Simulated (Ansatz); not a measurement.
# Equation of state of ZnAg

A database entry relaxed whole under r2SCAN (Pm-3m):

```xyz
2
Lattice="3.1409 0.0000 0.0000 0.0000 3.1409 0.0000 0.0000 0.0000 3.1409" Properties=species:S:1:pos:R:3 pbc="T T T"
Zn    1.5705    1.5705    1.5705
Ag    0.0000    0.0000    0.0000
```

The cell was scaled uniformly, its shape held, and the atoms relaxed at each volume with plane-wave PAW DFT (Ansatz 0.2.0; r2SCAN, 500 eV, 11×11×11 Γ-centred mesh, fermi-dirac occupations of width 0.100 eV; no spin, no spin-orbit coupling). One row is withheld.

```
volume (Å³/atom)  energy over the lowest (meV/atom)  pressure (GPa)
          14.564                               20.2            7.73
          14.873                                8.3            4.76
          15.183                                  ?               ?
          15.493                                0.0           -0.14
          15.803                                2.4           -2.15
          16.113                                8.4           -3.91
          16.423                               17.5           -5.46
```

Fit the pressures of the other rows to the third-order Birch-Murnaghan form.

With f = [(V₀/V)^(2/3) − 1]/2 and P = 3B₀f(1 + 2f)^(5/2)[1 + 3(B₀′ − 4)f/2], least squares gives V₀ = 15.47 Å³ an atom, B₀ = 108 GPa and B₀′ = 5.5; the rows miss the fit by less than 0.01 GPa. The slope of the energies differs from these pressures by 0.06 GPa, since they are taken to zero smearing while pressures follow the free energy.

What does the withheld row hold?

The fit gives 2.15 GPa at 15.183 Å³; the run gave 2.15 GPa and 1.8 meV an atom.

Caveats: the shape of the cell was held; 0 K, fixed nuclei; the symmetry was kept, and this need not be the phase that is stable at 0 K; one mesh for all volumes; pressure is positive in compression.
